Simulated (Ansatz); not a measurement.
This guess for MgO₅ is about to be relaxed.

```cif
data_structure
_symmetry_space_group_name_H-M 'P 1'
_symmetry_Int_Tables_number 1
_cell_length_a 4.7024
_cell_length_b 4.7024
_cell_length_c 4.7024
_cell_angle_alpha 60.000
_cell_angle_beta 60.000
_cell_angle_gamma 60.000
_cell_volume 73.53
loop_
_atom_site_label
_atom_site_type_symbol
_atom_site_fract_x
_atom_site_fract_y
_atom_site_fract_z
_atom_site_occupancy
Mg1 Mg 0.00000 0.00000 0.00000 1
O1 O 0.15526 0.15526 0.15526 1
O2 O 0.15526 0.15526 0.53423 1
O3 O 0.15526 0.53423 0.15526 1
O4 O 0.53423 0.15526 0.15526 1
O5 O 0.50000 0.50000 0.50000 1
```

Computed with DFT PBE, scalar-relativistic, plane waves, PAW (Ansatz 0.2.0). Cutoff 420 eV, Gaussian smearing, Γ-centred meshes. Cell and atoms relax first on a coarse mesh and then on a finer one. In between, the cell is made exact in the group found at 0.06 Å. In metals the finer mesh still leaves noise of several meV/atom or more. The steps can't lower the symmetry of their start. Collinear spin is switched on along the way, since trial moments persisted in a coarse test.

A guess keeps its type if space group and coordination stay and the shape of the cell changes little (axis ratios within about 15 %, angles within 6°); the volume may change.

Problem. Does this structure survive the relaxation?

Solution. It keeps its type. The symmetry stays F-43m (No. 216). The volume per atom grows by 42.5 %, from 12.3 to 17.5 Å³. The shortest distance goes from 1.78 Å (O–O) to 1.98 Å (Mg–O). Counting neighbours within 15 % of an atom's shortest distance, the start has Mg 4, O 4/12 and the end Mg 4, O 4/12.

The zero of energy is the elements' standard structures at the same level (O₂ as a molecule); no fitted shifts are applied.

Problem. At what energy does it end?

Solution. +0.98 eV/atom. It can't be a ground state, since the elements alone are lower.

The last run used collinear spin, a 10×10×10 mesh for its 6-atom cell and Gaussian smearing of 0.10 eV. The magnetic state reached may not be the lowest. Symmetry constrained the relaxation, so the result can be a saddle point. Another cell of MgO5 relaxed alike, in P6/mmm, lies 0.51 eV/atom lower, so this cell isn't the stable form at this level.

In counts of neighbours, a slash parts the counts of unlike sites.
